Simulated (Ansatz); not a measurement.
# InP (F-43m): elasticity against pressure

```
In P
1.0
     0.00000    2.91367    2.91367
     2.91367    0.00000    2.91367
     2.91367    2.91367    0.00000
In P
1 1
Direct
  0.00000 0.00000 0.00000
  0.75000 0.75000 0.75000
```

This is the zero-pressure cell. At each pressure cell and atoms are relaxed in this structure, and the constants are slopes of the stress at strains of ±0.005 with relaxed ions (the coefficients that govern stability under load). Level: LDA, PAW on Ansatz 0.2.0's default frozen-core files (fitted under PBE), scalar-relativistic; k mesh 8×8×8, strains of ±0.005, fixed occupations, cutoff 420 eV. P is the pressure of the relaxed cell, less that of this one.

```csv
P (GPa),V/V₀,C11 (GPa),C12 (GPa),C44 (GPa)
0.00,1.0000,100.6,56.5,45.4
1.02,?,?,?,?
2.00,0.9739,109.0,65.9,45.8
4.02,0.9510,117.0,75.2,45.8
7.01,0.9216,128.3,88.6,45.1
10.02,0.8962,139.1,101.7,43.8
15.02,0.8608,156.1,122.9,40.8
```

Problem. Does the bulk modulus from the constants agree with the pressure-volume curve?

Solution. A third-order Birch-Murnaghan fit to the volumes shown (F against f, f = [(V₀/V)^(2/3) − 1]/2) gives B₀ = 71.3 GPa and B′ = 4.5. Its −V dP/dV stands beside (C11 + 2C12)/3:

| P (GPa) | from P(V) | from the constants |
| --- | --- | --- |
| 0.00 | 71.3 | 71.2 |
| 2.00 | 80.3 | 80.3 |
| 4.02 | 89.0 | 89.1 |
| 7.01 | 101.7 | 101.8 |
| 10.02 | 114.2 | 114.2 |
| 15.02 | 134.5 | 134.0 |

Problem. What are the pressure derivatives at zero pressure?

Solution. Slopes at V₀ of quadratic fits in −ln(V/V₀) through the first four rows shown, divided by B₀: dC11/dP = 4.3, dC12/dP = 4.8, dC44/dP = 0.3. The mean slopes up to 4.0 GPa are 4.1, 4.7, 0.1; curvature and scatter of the constants part the two. The combination (dC11/dP + 2 dC12/dP)/3 = 4.6 stands against B′.

Problem. Fill the row at 1.02 GPa.

Solution. Cubic fits in −ln(V/V₀) through all rows shown give C11 = 104.9, C12 = 61.3, C44 = 45.7 GPa. Computed: V/V₀ = 0.9862, C11 (GPa) = 104.9, C12 (GPa) = 61.3, C44 (GPa) = 45.7.

Problem. Does a shear stiffness soften?

Solution. C44 goes from 45.4 to 40.8 GPa, through a maximum of 45.8 near 2 GPa; (C11 − C12)/2 goes from 22.0 to 16.6 GPa. C44 and (C11 − C12)/2 soften under pressure, though the lattice stays mechanically stable over this range.

Limits of these numbers: no other phase was computed; many crystals of this kind change structure within this range, and rows or crossings beyond such a change describe a metastable lattice; frozen-core PAW files fitted under PBE, their cores solved anew for the functional of the run; constants at zero field, no piezoelectric stiffening; phonons weren't checked at these pressures.
